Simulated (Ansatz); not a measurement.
ZrTiB$_{4}$:
Space group Pmmm (No. 47); a = 3.1009 Å, b = 3.4094 Å, c = 5.3685 Å, α = 90.00°, β = 90.00°, γ = 90.00°

```json
[
 {"atom": "Ti", "site": "1a", "symmetry": "mmm", "x": "0.0000", "y": "0.0000", "z": "0.0000"},
 {"atom": "B", "site": "2t", "symmetry": "mm2", "x": "0.5000", "y": "0.5000", "z": "0.1612"},
 {"atom": "B", "site": "2r", "symmetry": "mm2", "x": "0.0000", "y": "0.5000", "z": "0.3259"},
 {"atom": "Zr", "site": "1d", "symmetry": "mmm", "x": "0.5000", "y": "0.0000", "z": "0.5000"}
]
```

Relaxed at zero pressure with DFT-r²SCAN in the program Ansatz with PAW potentials.

Problem. The volume is lowered by 9 % and shape and atoms relax at that volume. What pressure results, and how do the axes share the change?

Solution. 27.9 GPa; a -2.8 %, b -3.7 %, c -2.8 %; the energy rises by 69 meV/atom.

Problem. Give the new structure.

Solution. 
Space group Pmmm (No. 47); a = 3.013 Å, b = 3.284 Å, c = 5.219 Å, α = 90.00°, β = 90.00°, γ = 90.00°

```json
[
 {"atom": "Ti", "site": "1a", "symmetry": "mmm", "x": "0.0000", "y": "0.0000", "z": "0.0000"},
 {"atom": "B", "site": "2t", "symmetry": "mm2", "x": "0.5000", "y": "0.5000", "z": "0.1610"},
 {"atom": "B", "site": "2r", "symmetry": "mm2", "x": "0.0000", "y": "0.5000", "z": "0.3255"},
 {"atom": "Zr", "site": "1d", "symmetry": "mmm", "x": "0.5000", "y": "0.0000", "z": "0.5000"}
]
```

The phase is kept; no other phase was compared at this pressure.

The start of the workflow was typed in or built on a structure type; neither database checked (COD, Materials Project) lists it. Whether it is the stable phase at ambient conditions was not checked. The r²SCAN relaxation kept the symmetry of its start; its stability against distortions is not shown here. No spin polarisation was allowed.

Potentials: the earlier of the program's two PAW sets.
